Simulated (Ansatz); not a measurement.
**TiB: pressure against volume**

TiB, Pnma, a = 6.059 Å, b = 3.033 Å, c = 4.527 Å. The structure is a COD entry; whether it is the stable form wasn't checked. Ansatz: PBEsol, PAW, 420 eV, Γ-centred 6×12×8 mesh on 8 atoms, Gaussian smearing 0.10 eV; no spin polarisation. Shape and atoms are relaxed at each volume; pressure is positive in compression.

```tsv
V (Å³/atom)	P (GPa)
9.774	15.28
10.086	7.05
10.398	-0.02
10.710	-6.09
11.022	?
```

Question: Take V0 = 10.398 Å³/atom, count pressures from its P0 = -0.02 GPa, fit the third-order Birch–Murnaghan form to the other rows, and predict the missing pressure.

Answer: With the Eulerian strain f = ½[(V0/V)^(2/3) − 1] and y = (P − P0)/[3f(1 + 2f)^(5/2)], the form is the line y = B0 + 1.5 B0 (B0′ − 4) f. Rows (f, y): 0.02106, 218.4; 0.01026, 218.3; -0.00976, 217.8. Means f = 0.007187, y = 218.17; Σ(Δf)² = 0.0004891, ΣΔfΔy = 0.009861; the slope is their ratio. y = 218.0 + 20.16 f GPa, so B0 = 218.0 GPa and B0′ = 4 + 2 × (20.16)/(3 × 218.0) = 4.06. At V = 11.022, f = -0.01905, y = 217.62 and P = -11.31 GPa. The run gave -11.30 GPa, so the fit is 0.01 GPa too low, a small miss on the scale of the series. The form still works here, 33 % of the fitted range beyond its end.